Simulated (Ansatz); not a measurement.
**Computed energy against volume: Re (hcp, Mg type)**

Re (hcp, Mg type)

```cif
data_Re2
_chemical_formula_sum 'Re2'
_space_group_name_H-M_alt 'P63/mmc'
_space_group_IT_number 194
_space_group_name_Hall '-P 6c 2c'
_cell_length_a 2.77518
_cell_length_b 2.77518
_cell_length_c 4.48302
_cell_angle_alpha 90.000
_cell_angle_beta 90.000
_cell_angle_gamma 120.000
loop_
_atom_site_label
_atom_site_type_symbol
_atom_site_symmetry_multiplicity
_atom_site_Wyckoff_symbol
_atom_site_fract_x
_atom_site_fract_y
_atom_site_fract_z
_atom_site_occupancy
Re1 Re 2 d 0.66667 0.33333 0.25000 1
```

E(V) scan at fixed shape, V₀ the volume above. Symmetry pins the atoms to their sites.

The numbers are results of PBE (plane waves to 420 eV, PAW, scalar-relativistic; Ansatz, a quantum-chemistry and plane-wave program), not measurements. k mesh 19×19×11 (Γ-centred), Fermi-Dirac smearing 0.05 eV. Energies are smeared free energies. Stress and pressure are positive under compression. With the shape held, the modulus is that of even scaling; a crystal free to change shape is softer. Re is run without spin polarisation. Re was relaxed with its symmetry unable to fall. Spin-orbit coupling is left out, though Re is heavy. The PAW data are Ansatz's earlier set. The zero of ΔE is the relaxed starting cell.

```json
[
 {"V/V₀": "0.840", "ΔE (kJ/mol of atoms)": "57.3", "P (GPa)": "92.9"},
 {"V/V₀": "0.867", "ΔE (kJ/mol of atoms)": "37.7", "P (GPa)": "71.3"},
 {"V/V₀": "0.893", "ΔE (kJ/mol of atoms)": "22.9", "P (GPa)": "52.6"},
 {"V/V₀": "0.920", "ΔE (kJ/mol of atoms)": "12.2", "P (GPa)": "36.5"},
 {"V/V₀": "0.947", "ΔE (kJ/mol of atoms)": "5.2", "P (GPa)": "22.5"},
 {"V/V₀": "0.973", "ΔE (kJ/mol of atoms)": "1.2", "P (GPa)": "10.5"},
 {"V/V₀": "1.000", "ΔE (kJ/mol of atoms)": "0.0", "P (GPa)": "0.0"},
 {"V/V₀": "1.027", "ΔE (kJ/mol of atoms)": "1.1", "P (GPa)": "-9.0"},
 {"V/V₀": "1.053", "ΔE (kJ/mol of atoms)": "4.2", "P (GPa)": "-16.8"},
 {"V/V₀": "1.080", "ΔE (kJ/mol of atoms)": "9.1", "P (GPa)": "-23.6"},
 {"V/V₀": "1.107", "ΔE (kJ/mol of atoms)": "15.5", "P (GPa)": "-29.4"},
 {"V/V₀": "1.133", "ΔE (kJ/mol of atoms)": "23.1", "P (GPa)": "-34.3"},
 {"V/V₀": "1.160", "ΔE (kJ/mol of atoms)": "31.9", "P (GPa)": "-38.6"}
]
```

Derived quantities:

* **Pressure at the smallest volume**: 92.9 GPa
* **Energy cost of the largest compression**: 594 meV/atom
* **Energy cost of the largest expansion**: 331 meV/atom
* **Bulk modulus at fixed cell shape B₀ (third-order Birch-Murnaghan fit)**: 363 GPa
* **Pressure derivative B₀′ (fit)**: 4.4
* **Equilibrium volume of the fit**: 14.95 Å³/atom
* **Pressure for 5 % compression (fit)**: 20.8 GPa

(A scan under strain: stresses follow from slopes of the energy per volume, elastic moduli from its curvatures.)
